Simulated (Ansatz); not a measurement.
# Sn3PbO4 (P4mm)

All numbers below come from DFT PBE, scalar-relativistic, plane waves, PAW in Ansatz 0.2.0.

Cutoff 420 eV; k points 8×8×4 on the computed 8-atom cell (Γ-centred); Gaussian smearing, width 0.02 eV; no spin polarisation.

The structure is relaxed at this level of theory with its symmetry kept, and needn't be the ground state of this composition.

Space group P4mm (No. 99), tetragonal, a = 3.907 Å, c = 10.396 Å. Sn on its first site has 4 O at 2.25 Å; around Sn on its second site lie 4 O at 2.24 Å; Sn on its third site has 4 O at 2.29 Å; Pb has 4 O at 2.34 Å; O on its first site is surrounded by 2 Sn at 2.24 Å, 2 Pb at 2.34 Å and 4 O at 2.76 Å; O on its second site has 4 Sn at 2.25–2.29 Å and 4 O at 2.76 Å.

- Volume per atom: 19.84 Å³
- Formation energy from the elements' standard states (uncorrected): -1.218 eV/atom
- Kohn–Sham band gap: 0.81 eV
- Orbital (Löwdin) character of the top 1 eV of the valence band: O 2p 44 %, Sn 5s 31 %, Sn 5p 16 %
- Orbital (Löwdin) character of the lowest 1 eV of the conduction band: Sn 5p 52 %, Pb 6p 18 %, O 2s 10 %, O 2p 8 %, unprojected 7 %
- Bader charge by site (e): Sn (1 in the cell) 1.27, Sn (1 in the cell) 1.27, Sn (1 in the cell) 1.26, Pb (1 in the cell) 1.16, O (2 in the cell) -1.21, O (2 in the cell) -1.27

Spin-orbit coupling is left out, which matters for the bands of heavy elements. The cell holds layers, chains or molecules and no dispersion correction was added, so their binding is poorly described.

The cell was found from a structure generator's guess, not taken from experiment. Kohn–Sham gaps at this level usually fall short of measured ones. Löwdin shares on free-atom orbitals overweight diffuse shells in the empty bands.
